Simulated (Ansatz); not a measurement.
Relaxed-ion elastic tensor of AlV in space group Cmmm (No. 65; Al on 2a, V on 2c) in GPa (Voigt order), r²SCAN in the plane-wave PAW code Ansatz; density 4.61 g/cm³, 14.03 Å³ per atom.

```
 172   159   120   0.0   0.0   0.0
 159   240  81.7   0.0   0.0   0.0
 120  81.7   262   0.0   0.0   0.0
 0.0   0.0   0.0   111   0.0   0.0
 0.0   0.0   0.0   0.0   150   0.0
 0.0   0.0   0.0   0.0   0.0   159
```

Question: Is the crystal mechanically stable?

Answer: Yes: the smallest eigenvalue of C is 33.6 GPa.

Question: Work out the Voigt, Reuss and Hill averages.

Answer: K_V = 155, K_R = 154, K_H = 154; G_V = 105, G_R = 53.9, G_H = 79.5 GPa.

Question: Give Young's modulus, Poisson's ratio, Pugh's ratio and the universal anisotropy index.

Answer: E = 9KG/(3K + G) = 204 GPa; ν = 0.28; K/G = 1.94 (ductile by the Pugh limit of 1.75); A_U = 5G_V/G_R + K_V/K_R − 6 = 4.76.

Question: Estimate the sound speeds and the Debye temperature.

Answer: v_l = √((K + 4G/3)/ρ) = 7510 m/s, v_t = √(G/ρ) = 4150 m/s, mean 4630 m/s; Θ = (h/k)(3n/4πV)^(1/3) v_m = 571 K.

Question: Solve the Christoffel equation for the three sound speeds along x, y, z.

Answer: Eigenvalues of C_ijkl n_j n_l equal ρv². In km/s, slowest first: x 5.70, 5.88, 6.11; y 4.91, 5.88, 7.21; z 4.91, 5.70, 7.54.

Question: How much does each axis shrink under pressure?

Answer: Linear compressibilities β_i = Σ_j S_ij (j = 1 to 3): x 3.1, y 1.4, z 1.9 per TPa.

The first step of the workflow began from a Materials Project structure, measured or hypothetical; the Crystallography Open Database copy checked does not list it. With Al and V taken as one species the cell has the higher symmetry I4/mmm, so it may be an ordered model of a mixed-site phase. Whether it is the stable phase at ambient conditions was not checked. The cell was relaxed with r²SCAN under the symmetry of its start; whether a distortion lowers the energy is not shown. No spin polarisation was allowed. As this level gives no gap, shear constants depend on the k-mesh and smearing (Fermi–Dirac, 0.1 eV here).

Potentials: the later of the program's two PAW sets.
